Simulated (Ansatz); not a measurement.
One crystal and one scan (frozen-phonon scan) at two levels, PBE (plane waves to 420 eV, PAW, scalar-relativistic; Ansatz, a program for electronic structure) and r2SCAN (plane waves to 500 eV, PAW, scalar-relativistic; Ansatz), each from its own relaxed cell and on its own mesh. The cell shown is that of PBE.

Starting cell, ZnSe (zinc blende):

```
CELL_PARAMETERS angstrom
      0.00000     5.73301     5.73301
      2.86650     2.86650     5.73301
      2.86650     2.86650     0.00000
ATOMIC_POSITIONS crystal
  Se 0.00000 0.75000 0.75000
  Se 0.50000 0.75000 0.75000
  Zn 0.00000 0.00000 0.00000
  Zn 0.50000 0.00000 0.00000
```

A phonon eigenvector at X = (0.5, 0.5, 0.0) is frozen into this cell: atom i moves by Q times the vector below, so Q is the largest atomic displacement, in Å. The cell is held. It is one choice among 2 degenerate patterns. (q is in reciprocal vectors of the primitive cell; the cell shown is doubled to hold the pattern.)

```tsv
atom	x	y	z
Se1	0.690	0.000	0.000
Se2	-0.690	0.000	0.000
Zn3	0.000	1.000	0.000
Zn4	0.000	-1.000	0.000
```

ZnSe was relaxed with its symmetry unable to fall. Percentages come from the unrounded values.

Results of PBE:

```
Quantity                                                                                                                                          Result
----------------------------------------------------------------------------------------  --------------------------------------------------------------
Lattice constant a (Å)                                                                                                                             5.733
Band gap of the relaxed cell, no spin-orbit coupling (eV)                                                                                           1.15
Harmonic wavenumber from the curvature (finite differences) (cm⁻¹ (negative: imaginary))                                                              68
Shape of the curve                                                                        a single well with its minimum at or next to zero displacement
```

Question: Estimate the r2SCAN values.

Answer: 
```
quantity                                                                                  r2SCAN     PBE − r2SCAN
----------------------------------------------------------------------------------------  ------  ---------------
Lattice constant a (Å)                                                                     5.665  +0.068 (+1.2 %)
Band gap of the relaxed cell, no spin-orbit coupling (eV)                                   1.87    -0.72 (-38 %)
Harmonic wavenumber from the curvature (finite differences) (cm⁻¹ (negative: imaginary))      72        -4 (-5 %)
```

PBE gives the higher value for: lattice constant a. PBE gives the lower value for: band gap of the relaxed cell, no spin-orbit coupling; harmonic wavenumber from the curvature. Both give the same shape of the curve: a single well with its minimum at or next to zero displacement.

(For displaced atoms, the force is minus the slope of the energy, and its curvature is a force constant, which sets phonon frequencies.)
